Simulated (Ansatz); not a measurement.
fcc against bcc along group 15

Theory: DFT, PBEsol, plane waves (420 eV) with PAW, scalar-relativistic in Ansatz 0.2.0. The PAW files were generated under PBE, with cores re-solved for the functional.

Each structure is relaxed within its symmetry, in the lowest magnetic state of the tried starts. Differences under about 8 meV lie within the error of the k-point mesh.

```json
{"element": "P", "E(fcc) − E(bcc) (meV/atom)": "167", "V(fcc) (Å³/atom)": "13.94", "V(bcc) (Å³/atom)": "13.69", "state of fcc": "spin not included", "state of bcc": "spin not included"}
{"element": "As", "E(fcc) − E(bcc) (meV/atom)": "110", "V(fcc) (Å³/atom)": "18.44", "V(bcc) (Å³/atom)": "18.13", "state of fcc": "spin not included", "state of bcc": "spin not included"}
{"element": "Sb", "E(fcc) − E(bcc) (meV/atom)": "91", "V(fcc) (Å³/atom)": "26.16", "V(bcc) (Å³/atom)": "25.98", "state of fcc": "spin not included", "state of bcc": "spin not included"}
{"element": "Bi", "E(fcc) − E(bcc) (meV/atom)": "60", "V(fcc) (Å³/atom)": "30.24", "V(bcc) (Å³/atom)": "30.09", "state of fcc": "spin not included", "state of bcc": "spin not included"}
```
